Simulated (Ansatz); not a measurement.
Rb (bcc (W type), Im-3m) at seven volumes, DFT-r²SCAN in the program Ansatz with PAW potentials, scaled uniformly. One row is withheld.

```
V (Å³/atom)  P (GPa)
-----------  -------
86.384          0.30
89.231          0.18
92.079          0.09
94.927          0.00
97.775             ?
100.623        -0.14
103.470        -0.19
```

### Question
Fit the shown pressures and predict the withheld one.

### Answer
P = (3/2)B₀(x^(7/2) − x^(5/2))[1 + (3/4)(B′ − 4)(x − 1)] with x = (V₀/V)^(2/3). Least squares on the six rows gives V₀ = 94.935 Å³/atom, B₀ = 2.6 GPa, B′ = 3.89. At V = 97.775, x = 0.9805 and P = -0.07 GPa. The run itself gave -0.07 GPa.

The r²SCAN relaxation kept the symmetry of its start; phonons on a q-mesh show no instability.

Potentials: the later of the program's two PAW sets.
